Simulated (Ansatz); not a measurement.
Polymorphs of Li, each relaxed with the program Ansatz at the PBEsol level (PAW):

A: fcc (Cu type) (Fm-3m)
a = 4.3215 Å, b = 4.3215 Å, c = 4.3215 Å, α = 90.00°, β = 90.00°, γ = 90.00°

| atom | site | symmetry | x | y | z |
|---|---|---|---|---|---|
| Li | 4a | m-3m | 0.0000 | 0.0000 | 0.0000 |

B: diamond (Fd-3m)
a = b = c = 5.882 Å, α = β = γ = 90.00°

| atom | site | symmetry | x | y | z |
|---|---|---|---|---|---|
| Li | 8b | -43m | 0.5000 | 0.5000 | 0.5000 |

**Question.** Put the candidates in order of energy per atom at 0 K, lowest first, for PBEsol.

**Answer.** A (+0 meV/atom), B (+520 meV/atom)

Typed or built starts, not in the databases checked: B. Not the usual ambient phase: A; B. Unstable at this level: B. All cells were relaxed under the symmetry of their starts (and spin orders); stability against distortions was not tested throughout.

Energies hold the estimated change up to a 700 eV cutoff; steps of a few meV lie near the error of the meshes.

Potentials: the later of the program's two PAW sets.
